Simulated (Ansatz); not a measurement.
Data:

TiNCl:
```cif
data_Cl2N2Ti2
_chemical_formula_sum 'Ti2 N2 Cl2'
_space_group_name_H-M_alt 'Pmmn :1'
_space_group_IT_number 59
_space_group_name_Hall 'P 2 2ab -1ab'
_cell_length_a 3.25567
_cell_length_b 3.91921
_cell_length_c 7.89796
_cell_angle_alpha 90.000
_cell_angle_beta 90.000
_cell_angle_gamma 90.000
loop_
_space_group_symop_operation_xyz
  'x, y, z'
  '-x, -y, z'
  'x+1/2, -y+1/2, -z'
  '-x+1/2, y+1/2, -z'
  '-x+1/2, -y+1/2, -z'
  'x+1/2, y+1/2, -z'
  '-x, y, z'
  'x, -y, z'
loop_
_atom_site_label
_atom_site_type_symbol
_atom_site_symmetry_multiplicity
_atom_site_Wyckoff_symbol
_atom_site_fract_x
_atom_site_fract_y
_atom_site_fract_z
_atom_site_occupancy
Ti1 Ti 2 b 0.50000 0.00000 0.09788 1
N1 N 2 a 0.00000 0.00000 0.95327 1
Cl1 Cl 2 a 0.00000 0.00000 0.32957 1
```

This is the r²SCAN+D4-relaxed structure.

Problem. All from plane-wave PAW r²SCAN+D4 (Ansatz code), unless another level is named. Predict the formation energy from the elements (no fitted shifts).

Solution. -1.81 eV/atom.

Problem. Give the weight of the valence-edge state by species (Voronoi cells).

Solution. N 86 %, Ti 14 %.

Problem. And the valence-band maximum?

Solution. at Γ.

The first step of the workflow began from a Materials Project structure, measured or hypothetical; the Crystallography Open Database files this formula in space group No. 59, but the cells were not matched. Its standing as an ambient phase is unchecked. The cell was relaxed with r²SCAN+D4 under the symmetry of its start; whether a distortion lowers the energy is not shown. No spin polarisation was allowed. The references are the lowest solids computed at this level, not always the standard phases (solids in place of the gases).

Potentials: the later of the program's two PAW sets.
